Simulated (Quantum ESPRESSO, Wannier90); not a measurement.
Tight-binding from DFT: TiS (P-6m2)

```xyz
2
Lattice="3.2672 0.0000 0.0000 -1.6336 2.8295 0.0000 0.0000 0.0000 3.2171" Properties=species:S:1:pos:R:3 pbc="T T T"
Ti    -1.6336     0.9432     0.0000
S      0.0000     0.0000     1.6085
```

Structure: Materials Project mp-1018028, symmetrised, not relaxed again. Not found in the COD (Crystallography Open Database) copy used, which has the formula in other groups; not checked further. Method: PBEsol plane waves in Quantum ESPRESSO 7.5 (PseudoDojo norm-conserving files, 68 Ry, no spin polarisation, no spin-orbit coupling), Bloch states on a 12×12×10 mesh through Γ, Wannier90 4.0.1. Density: 12×12×10 mesh, cold smearing 0.01 Ry. A non-magnetic state is assumed, with no Hubbard U on the 3d ions.

The plane-wave run has 22 bands and 18 electrons a cell. On the energy scale of pw.x, whose zero is arbitrary, the Fermi level lies at 13.48 eV.

Isolated groups of bands, relative to the Fermi level (bands from 9 on overlap up to the last one computed):

```csv
bands,from (eV),to (eV),filling,weight on atomic waves
1,-57.00,-56.96,filled,Ti 3s 97 %
2–4,-33.62,-33.24,filled,Ti 3p 99 %
5,-15.72,-13.36,filled,"S 3s 78 %, Ti 4s 11 %, Ti 3d 8 %"
6–8,-7.91,-2.59,filled,"S 3p 73 %, Ti 3d 21 %"
```

Input w.win, without the blocks of cell, atoms and k-points (1440 lines):

```
num_bands = 17
num_wann = 8
exclude_bands = 1-5
num_iter = 1000
conv_tol = 1.0e-6
conv_window = 4
dis_num_iter = 1000
dis_conv_tol = 1.0e-6
dis_froz_max = 18.98
write_hr = true
write_u_matrices = true
begin projections
f=-0.32537,0.32835,0.01047: d
f=0.01183,-0.00369,0.50617: p
end projections
mp_grid = 12 12 10
```

wannier90.x stops with:
```
dis_windows: More states in the frozen window than target WFs
```
At some k-point more bands lie below dis_froz_max than there are Wannier functions, and every frozen state has to fit into the subspace. Mended as below, all else unchanged, the run goes through (Ω_I = 10.6 Å²) and follows the plane-wave bands to 0.9 meV rms (states up to 1.0 eV relative to the Fermi level).
```
dis_froz_max = 14.98
```
